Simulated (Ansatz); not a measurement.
# Relaxing ytterbium (hcp)

All numbers below come from Ansatz, DFT, r2SCAN, plane waves (500 eV) with PAW, scalar-relativistic. The PAW files were generated under PBE, with cores re-solved for the functional.

k-point mesh 9×9×5, Fermi-Dirac smearing 0.1 eV, no spin polarisation. Cell and atoms relax.

Starting structure:

```cif
data_structure
_symmetry_space_group_name_H-M 'P 1'
_symmetry_Int_Tables_number 1
_cell_length_a 3.8793
_cell_length_b 3.8793
_cell_length_c 6.3349
_cell_angle_alpha 90.000
_cell_angle_beta 90.000
_cell_angle_gamma 120.000
_cell_volume 82.56
loop_
_atom_site_label
_atom_site_type_symbol
_atom_site_fract_x
_atom_site_fract_y
_atom_site_fract_z
_atom_site_occupancy
Yb1 Yb 0.33333 0.66667 0.25000 1
Yb2 Yb 0.66667 0.33333 0.75000 1
```

Task: The pressure at the start is -2.3 GPa. By how much does the volume change?

Result: From 41.28 to 35.13 Å³ per atom, -14.9 %. The final cell has a = 3.661 Å, c = 6.053 Å (c/a = 1.653).

Task: How much energy does the relaxation gain?

Result: 50.2 meV per atom.

Path of the relaxation (the plane waves are chosen anew near the end, which can shift the energy a little):

```
step  E − E(final) (meV/atom)  V (Å³/atom)  P (GPa)  max force (eV/Å)
   0                    50.22       41.281    -2.31             0.000
   1                    18.58       38.719    -1.53             0.000
   2                     0.47       34.483     0.36             0.000
   3                    -0.29       35.206    -0.04             0.000
   4                    -0.31       35.134     0.00             0.000
   5                     0.00       35.134    -0.02             0.000
```
